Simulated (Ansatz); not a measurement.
KMgF₃:
```cif
data_F3KMg
_chemical_formula_sum 'K1 Mg1 F3'
_space_group_name_H-M_alt 'P 1'
_space_group_IT_number 1
_cell_length_a 3.99125
_cell_length_b 3.99125
_cell_length_c 3.99125
_cell_angle_alpha 90.000
_cell_angle_beta 90.000
_cell_angle_gamma 90.000
loop_
_space_group_symop_operation_xyz
  'x, y, z'
loop_
_atom_site_label
_atom_site_type_symbol
_atom_site_fract_x
_atom_site_fract_y
_atom_site_fract_z
_atom_site_occupancy
K1 K 0.50000 0.50000 0.50000 1
Mg1 Mg 0.00000 0.00000 0.00000 1
F1 F 0.00000 0.50000 0.00000 1
F2 F 0.50000 0.00000 0.00000 1
F3 F 0.00000 0.00000 0.50000 1
```

Relaxed with PBEsol. Independent-particle spectrum: no excitons, no local fields, no scissors shift; 0.1 eV broadening; ε₁ of the summed bands alone.

### Question
Tabulate the dielectric function from PBEsol (plane waves, PAW; program Ansatz).

### Answer


```
E (eV)  ε₁ xx  ε₂ xx
------  -----  -----
0.0      2.02   0.00
0.3      2.02   0.00
0.6      2.02   0.00
0.9      2.03   0.00
1.2      2.03   0.00
1.5      2.04   0.00
1.8      2.04   0.00
2.1      2.05   0.00
2.4      2.06   0.00
2.7      2.06   0.00
3.0      2.08   0.00
3.3      2.09   0.00
3.6      2.10   0.00
3.9      2.12   0.00
4.2      2.13   0.00
4.5      2.15   0.00
4.8      2.18   0.00
5.1      2.20   0.00
5.4      2.23   0.00
5.7      2.26   0.00
6.0      2.30   0.00
6.3      2.35   0.00
6.6      2.41   0.00
6.9      2.48   0.00
7.2      2.60   0.00
7.5      2.82   0.13
7.8      2.80   0.33
8.1      2.77   0.44
8.4      2.76   0.51
8.7      2.75   0.57
9.0      2.77   0.62
9.3      2.80   0.67
9.6      2.86   0.72
9.9      2.98   0.79
10.2     3.25   0.90
10.5     3.49   1.73
10.8     2.91   2.09
11.1     2.61   2.38
11.4     1.81   2.87
11.7     0.75   2.03
12.0     1.09   1.29
```

### Question
From ε at 7.7 eV (xx: 2.81 + 0.29i), find n, k, the normal reflectivity and the absorption coefficient.

### Answer
n = 1.68, k = 0.086, R = 7 %, α = 2kE/ħc = 67000 cm⁻¹.

With all bands, ε∞ without local fields is 2.20. DFPT, with local fields, gives 2.12.

Space group Pm-3m (cubic perovskite). The PBEsol relaxation kept the symmetry of its start; phonons on a q-mesh show no instability.

Potentials: the later of the program's two PAW sets.
